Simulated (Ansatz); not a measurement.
## Calculated quadrupolar parameters for CsPbBr₃

The cell is a Materials Project structure (computed, not necessarily an observed phase).

```cif
data_CsPbBr3
_symmetry_space_group_name_H-M 'Pnma'
_symmetry_Int_Tables_number 62
_cell_length_a 9.8455
_cell_length_b 4.6091
_cell_length_c 16.9508
_cell_angle_alpha 90.000
_cell_angle_beta 90.000
_cell_angle_gamma 90.000
loop_
_atom_site_label
_atom_site_type_symbol
_atom_site_symmetry_multiplicity
_atom_site_Wyckoff_symbol
_atom_site_fract_x
_atom_site_fract_y
_atom_site_fract_z
Cs Cs 4 c 0.9124 0.2500 0.6716
Pb Pb 4 c 0.8365 0.7500 0.9380
Br9 Br 4 c 0.5282 0.2500 0.6128
Br10 Br 4 c 0.1986 0.7500 0.7111
Br11 Br 4 c 0.6642 0.2500 0.0006
```

One atom of each set is listed.

Method: Kohn–Sham DFT in Ansatz, r2SCAN, plane waves and PAW, scalar-relativistic, 500 eV cutoff, Γ-centred 3×6×2 k-points, Fermi–Dirac smearing 0.02 eV.

V_zz is the principal component of the electric field gradient with the largest magnitude, η = (V_xx − V_yy)/V_zz and C_Q = eQV_zz/h.

¹³³Cs: I = 7/2, Q = -3.430 mb; ⁷⁹Br: I = 3/2, Q = 308.7 mb. Nuclear quadrupole moments: year-2017 set (Pyykkö).

```json
{"site": "Cs", "atoms": "4", "first shell": "9 Br at 3.70–3.91 Å", "V_zz (10²¹ V/m²)": "3.59", "η": "0.87", "C_Q (MHz)": "-0.298"}
{"site": "Pb", "atoms": "4", "first shell": "6 Br at 2.87–3.25 Å", "V_zz (10²¹ V/m²)": "-11.02", "η": "0.80", "C_Q (MHz)": "–"}
{"site": "Br9", "atoms": "4", "first shell": "3 Pb at 3.10–3.25 Å", "V_zz (10²¹ V/m²)": "3.07", "η": "0.77", "C_Q (MHz)": "22.9"}
{"site": "Br10", "atoms": "4", "first shell": "1 Pb at 2.87 Å", "V_zz (10²¹ V/m²)": "14.91", "η": "0.34", "C_Q (MHz)": "111"}
{"site": "Br11", "atoms": "4", "first shell": "2 Pb at 3.05 Å, angle 98°", "V_zz (10²¹ V/m²)": "-11.87", "η": "0.60", "C_Q (MHz)": "-88.6"}
```

At Br10 V_zz points along its bond to Pb (within 1°). At Br11 V_zz stands upright on the plane of its two bonds (within 9°).

Pb has no stable isotope with a ground-state quadrupole moment in the table, so no C_Q is given.

Spin–orbit coupling is left out, which shifts gradients on Pb by a few per cent, and by more where contributions nearly cancel.

Hardware: 2 threads of Arm Neoverse V2 (aarch64; 8 cores open to the job, memory cap 5.0 GiB, no GPU), a shared host with a load of 0.5 a core. Wall time 2.3 min, CPU time 4.6 min, peak memory 3.4 GiB.
